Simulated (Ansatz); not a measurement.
**Calculated with Ansatz: Ag₂Pb, single run**

The input file (Ansatz 0.2.0, plane waves):

```yaml
crystal:
  lattice:
    - [4.647359, 0.0, 0.0]
    - [-2.32368, 4.024735, 0.0]
    - [0.0, 0.0, 4.070984]
  atoms:
    - { symbol: Ag, position: [0.3333, 0.6667, 0.5] }
    - { symbol: Ag, position: [0.6666, 0.3333, 0.5] }
    - { symbol: Pb, position: [0.0, 0.0, 0.0] }
  symmetry: { tolerance: 0.0003 }
kpoints:
  mp_grid: { grid: [5, 5, 5], shift: [0, 0, 0] }
magnetization:
  spin_polarized: false
scf:
  occupations: { method: fermi_dirac }
  initial_density: { chi_scale: 0.3 }
hamiltonian:
  pseudopotentials: { kind: paw }
  xc: lda
basis:
  ecutwfc: 420
output:
  forces: true
  stress: true
  eigenvalues: true
```

Launch command:

```bash
ansatz run input.yaml --threads 1 --pin off --max-ram 2560MiB --backend cpu --events-out ev --progress --plain --runs-dir out
```

Origin of the cell: a known structure type with other elements, at an estimated volume, so it need not be a known compound.

The smearing width isn't typed, so it takes its default of 0.1 eV.

Output (shortened):

```
Warning: the atoms were moved onto the symmetric positions of the space group found under crystal.symmetry.tolerance 3.0e-4 (fractional; no operation is sought that the atoms, as they stand i […]
Pseudopotentials: kind: paw
Pseudopotential: Ag, paw, valence charge 19, recommended cutoff 420 eV (normal), Ag.paw.azcp
Pseudopotential: Pb, paw, valence charge 14, recommended cutoff 420 eV (normal), Pb.paw.azcp
Functional definition: SPW92
  exchange = slater_x
  correlation = pw_c
Crystal: 3 atoms, lattice volume = 76.145 Å³
Basis set: ecut = 420 eV, 1483 PW (Γ)
Bands: 32, of which v1, the nominal top of the filled ones, is band 26 counted from 1 (25 counted from 0)
Symmetry: 24 space group operations
Space group: P6/mmm (ITA 191), of the structure as read, at distance tolerance 1.3e-3 Å
k-points: 15 of 125
[… 5 lines left out …]
Initial density: superposition of atomic densities (chi_scale 0.3, normalization cell, long waves kept (reshape's long-wave potential 0.00 eV rms))
Functional: x = slater, c = lda
SCF iter   1: F=—  HF=-26520.645087 eV  Δρ=6.78e-2  dr2=8.51e0  defer=1
SCF iter   2: F=—  HF=-26518.652675 eV  Δρ=3.51e-2  dr2=3.04e0  defer=6
SCF iter   3: F=—  HF=-26517.611822 eV  Δρ=1.36e-2  dr2=4.00e-1  defer=5
SCF iter   4: F=—  HF=-26517.474590 eV  Δρ=5.24e-3  dr2=1.80e-2  defer=3
SCF iter   5: F=—  HF=-26517.469312 eV  Δρ=1.02e-3  dr2=6.12e-4  defer=3
SCF iter   6: F=—  HF=-26517.469452 eV  Δρ=3.07e-4  dr2=7.80e-5  defer=3
SCF iter   7: F=—  HF=-26517.469452 eV  Δρ=7.82e-5  dr2=9.65e-6  defer=3
SCF iter   8: F=—  HF=-26517.469451 eV  Δρ=2.70e-5  dr2=9.61e-7  defer=3
SCF iter   9: F=-26517.469451 eV  HF=-26517.469451 eV  Δρ=7.81e-6  dr2=8.21e-8
SCF 1 converged in 9 iterations: F = -26517.469451 eV  dr2 = 8.21e-8
SCF converged after 9 iterations
Free energy (F): -26517.469451 eV
Harris-Foulkes:  -26517.469451 eV  (|F-HF|=5.21e-8)
Internal energy: -26517.395893 eV  (E = F + TS)
E sigma→0 (E₀):  -26517.432672 eV
Entropy (-TS):   -0.073557 eV (-24.519 meV/atom)
Fermi energy:    11.138515 eV
--- Per-component energies (eV) ---
  E_band       = -729.146745
  E_kinetic    = 1341.759976
  E_local      = -6971.883813  (includes V_loc(G=0)·N_el)
  E_nonlocal   = 527.446008
  E_hartree    = 3068.730724
  E_xc         = -583.797282
  E_vxc        = -599.215128  (∫ρ·V_xc dr)
  E_paw        = -17644.015605  (= ΣΔE_a)
  E_vpaw       = -1164.734371  (= ΣTr[D̂ρ^β])
  E_aug_tail   = 0.000551  (compensation charges beyond the density's cutoff)
  E_ewald      = -6257.008354
  E_core_change = 1.371901  (= ΣΔE_core)
  E_smearing   = -0.073557  (= −TS)
  Σ components = -26517.469451   (vs F -26517.469451, Δ=0.00e0)
--- Forces (eV/Å), atoms counted from 1 ---
  atom   1  Ag     0.000000     0.000000    -0.000000
  atom   2  Ag     0.000000    -0.000000     0.000000
  atom   3  Pb     0.000000     0.000000    -0.000000
  max |Σ_I F_I| component: 4.63e-17 eV/Å
--- Stress (GPa, compression-positive) ---
       -6.426361      -0.000000       0.000000
       -0.000000      -6.426361       0.000000
        0.000000       0.000000      -9.073391
  P = ⅓ Tr σ = -7.3087 GPa (-73.087 kbar)
```

Caveats: no spin-orbit coupling, though heavy elements are present; the k mesh is coarse if the cell is a metal.

The run took 1.6 s on 1 thread of Intel(R) Xeon(R) Platinum 8488C (Sapphire Rapids), on a shared host, peak memory 0.37 GiB, from the program's own first density.
